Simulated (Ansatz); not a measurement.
## TiRh: energy along a strain

TiRh, P4/mmm, a = 2.988 Å, c = 3.350 Å (as given, not relaxed at this level: -3.1 GPa). The structure is a COD entry; whether it is the stable form wasn't checked. Ansatz: r2SCAN, PAW, 500 eV, Γ-centred 16×16×14 mesh on 2 atoms, Gaussian smearing 0.15 eV; no spin polarisation. Cell vectors (Å): 2.988 0.000 0.000; 0.000 2.988 0.000; 0.000 0.000 3.350. The cell is strained by x per cent times the pattern (1 1 0 0 0 0) in the order xx yy zz yz xz xy (engineering shears), with fractional coordinates held. y is the free energy over the start, V0 = 14.955 Å³/atom. Points with a strain past 8.5 % were computed too (3) and aren't used here.

```
x (%) y (meV/atom)
-7.50             ?
-5.00         74.17
-2.50          7.99
 0.00          0.00
 2.50         38.74
 5.00        114.15
 7.50        218.56
```

Question: Fit y = c1 x + c2 x² + c3 x³ to the other rows, get the stiffness along the pattern, and predict the missing energy.

Answer: Least squares on the rows shown. y = 6.6396 x + 3.7713 x² − 0.10318 x³. The clamped-ion stiffness p·C·p = 2 × 37.71 eV × 160.2 / 14.955 Å³ = 808 GPa (second derivative at the start, which stands under stress). At x = -7.50 the fit asked for gives 205.87 meV/atom. The run gave 212.23 meV/atom, so the fit is 6.36 meV/atom too low, 2.9 % of the span of the series, against an rms of 0.36 meV/atom on the fitted rows. The row lies outside the fitted range. With a term in x⁴ added, a fit to the same known rows predicts 212.12 meV/atom, so most of the miss is curvature that the known rows already hold.